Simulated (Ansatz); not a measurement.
Tl (hcp, Mg type)

```cif
data_Tl2
_chemical_formula_sum 'Tl2'
_space_group_name_H-M_alt 'P63/mmc'
_space_group_IT_number 194
_space_group_name_Hall '-P 6c 2c'
_cell_length_a 3.60750
_cell_length_b 3.60750
_cell_length_c 5.57674
_cell_angle_alpha 90.000
_cell_angle_beta 90.000
_cell_angle_gamma 120.000
loop_
_atom_site_label
_atom_site_type_symbol
_atom_site_symmetry_multiplicity
_atom_site_Wyckoff_symbol
_atom_site_fract_x
_atom_site_fract_y
_atom_site_fract_z
_atom_site_occupancy
Tl1 Tl 2 d 0.66667 0.33333 0.25000 1
```

The relaxed cell is deformed in two ways at once: its volume V is scaled, and at that volume it is stretched along z (the c axis of the conventional cell) so that c/a changes. Fractional atomic positions are held.

Computed with PBE (plane waves to 420 eV, PAW, scalar-relativistic; Ansatz, a quantum-chemistry and plane-wave program). k mesh 15×15×9 (Γ-centred), Fermi-Dirac smearing 0.05 eV. Energies are smeared free energies. With partly filled bands, the response to shear is sensitive to the k mesh, so small differences along c/a are uncertain. Spin-orbit coupling is left out, though Tl is heavy. The PAW data are Ansatz's earlier set. The relaxed volume of Tl is well above the measured one; the method has no dispersion term. Tl was relaxed with its symmetry unable to fall. ΔE is measured from the relaxed starting cell.

### Question
What ΔE (meV/atom) does the calculation give at all points of the grid V/V₀ = 0.960, 0.973, 0.987, 1.000, 1.013, 1.027, 1.040 by (c/a)/(c/a)₀ = 0.880, 0.920, 0.960, 1.000, 1.040, 1.080, 1.120?

### Answer
ΔE (meV/atom), with V/V₀ across and (c/a)/(c/a)₀ down:

```tsv
(c/a)/(c/a)₀ \ V/V₀	0.960	0.973	0.987	1.000	1.013	1.027	1.040
0.880	29	25	22	19	18	18	18
0.920	17	14	11	9	9	9	10
0.960	11	8	5	4	4	5	6
1.000	5	2	1	0	0	1	3
1.040	3	0	-1	-1	0	1	3
1.080	7	5	3	3	4	5	8
1.120	16	14	12	12	13	14	16
```

(Under strain, the slope of the energy per volume gives the stress and its curvature an elastic modulus.)
